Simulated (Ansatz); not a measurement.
Crystal: CuZn, CsCl type, 2 atoms in the cell.

Method: HSE06, plane waves, PAW datasets (earlier set, tuned by hand) (Ansatz 0.2.0 development build).

Cutoff 700 eV; exchange singularity: regularized; k-mesh 4×4×4 Γ-centred; Fermi–Dirac smearing of 0.1 eV; no spin polarisation.

```
V (Å³/atom)   a (Å)  E − E(min) (meV/atom)  P (GPa)
     12.051  2.8886                  22.57     9.24
     12.444  2.9197                   5.92     4.47
     12.837  2.9501                   0.00     0.48
     13.230  2.9799                   2.99    -2.85
     13.623  3.0091                  13.52    -5.64
```

**Question.** Fit a third-order Birch–Murnaghan equation of state to the energies.

**Answer.** V₀ = 12.890 Å³/atom (a₀ = 2.954 Å), B₀ = 117 GPa, B₀′ = 4.83.

The stress includes the program's correction for the finite plane-wave basis.

The k-mesh is coarse, so these values belong to this mesh and can lie far from the converged ones.
